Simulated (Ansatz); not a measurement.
Strain response of VW

These are results of DFT PBEsol, scalar-relativistic, plane waves, PAW (Ansatz 0.2.0), not measurements. Run with 420 eV cutoff, 14×10×10 k-mesh, Gaussian smearing of 0.10 eV, no spin polarisation.

Starting point, cell and atoms relaxed:

```
CELL_PARAMETERS angstrom
3.06507 0.00000 0.00000
0.00000 4.40170 0.00000
0.00000 0.00000 4.25056
ATOMIC_POSITIONS crystal
V 0.00000 0.00000 0.00000
V 0.50000 0.50000 0.00000
W 0.50000 0.00000 0.50000
W 0.00000 0.50000 0.50000
```

Deformation: shear that moves c along a by the strain times its height over the a-b plane, the cell held and the atoms relaxed, all within the symmetry that the strain leaves. Energies are extrapolated to zero smearing. On this cell's mesh the reference holds a stress of up to 0.25 GPa.

Spin–orbit coupling is left out, which can shift energies with elements as heavy as these.

```csv
strain (%),ΔE (meV/atom),a (Å),b (Å),c (Å)
-4.5,8.5,3.065,4.402,4.255
-3.0,3.9,3.065,4.402,4.252
-1.5,1.0,3.065,4.402,4.251
+0.0,0.0,3.065,4.402,4.251
+1.5,1.0,3.065,4.402,4.251
+3.0,3.9,3.065,4.402,4.252
+4.5,8.5,3.065,4.402,4.255
```

**Question.** What stiffness (1/V) d²E/dε² at zero strain does a cubic fit over all points give?

**Answer.** A cubic fit gives (1/V) d²E/dε² = 94 GPa at zero strain (the shear constant for this plane and direction).